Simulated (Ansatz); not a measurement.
## BiTe (R-3m), clamped-ion strain scan

Level of theory: DFT PBEsol, scalar-relativistic, plane waves, PAW (Ansatz). The runs took a 420 eV cutoff, a Γ-centred 12×12×12 mesh and Gaussian smearing (0.15 eV). Spin–orbit coupling is left out, which can shift energies with elements as heavy as these. No spin polarisation. Energies are free energies at this smearing, counted from the undisturbed cell; pressure is positive in compression.

The starting cell (as given, not relaxed at this level; it stands at -2.5 GPa, and it needn't be the usual structure):

```
Bi Te
1.0
     2.42271    1.39875    3.31729
    -2.42271    1.39875    3.31729
     0.00000   -2.79750    3.31729
Bi Te
1 1
Direct
  0.50000 0.50000 0.50000
  0.00000 0.00000 0.00000
```

The cell is strained by ε times the Voigt pattern (0, 0, 0, 0, 1, 0) (xx, yy, zz, yz, xz, xy; engineering shear) with fractional coordinates fixed. The cell is metallic on the mesh throughout.

```
      ε  ΔE (meV/atom)
-0.0200            1.0
-0.0100            0.2
 0.0000            0.0
 0.0150            0.6
```

(1) Predict the stress summed along the pattern (GPa, tension positive) at each point.

Results:

(1)
| ε | stress summed along the pattern (GPa, tension positive) |
| --- | --- |
| -0.0200 | -0.50 |
| -0.0100 | -0.25 |
| 0.0000 | 0.00 |
| 0.0150 | 0.37 |